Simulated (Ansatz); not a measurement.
AlCrB:
```
CELL_PARAMETERS angstrom
      1.49160    -6.90284     0.00000
      1.49160     6.90284     0.00000
      0.00000     0.00000     2.94690
ATOMIC_POSITIONS crystal
  Al 0.69148 0.30852 0.25000
  Al 0.30852 0.69148 0.75000
  B  0.46725 0.53275 0.75000
  B  0.53275 0.46725 0.25000
  Cr 0.08397 0.91603 0.75000
  Cr 0.91603 0.08397 0.25000
```

This is the r²SCAN-relaxed structure.

Question: All from r²SCAN (plane waves, PAW; program Ansatz), unless another level is named. Predict the electronic character.

Answer: metallic (no gap).

Question: And the formation energy from the elements (no fitted shifts)?

Answer: -0.33 eV/atom.

Question: Predict the density of states at the Fermi level.

Answer: 0.26 states/eV per atom (mean over ±0.08 eV).

Space group Cmcm. The start of the workflow was typed in or built on a structure type; neither database checked (COD, Materials Project) lists it. Its standing as an ambient phase is unchecked. The cell was relaxed with r²SCAN under the symmetry of its start; whether a distortion lowers the energy is not shown. The workflow began spin-polarised and lost its moments. The references are the lowest solids computed at this level, not always the standard phases.

Potentials: the later of the program's two PAW sets.
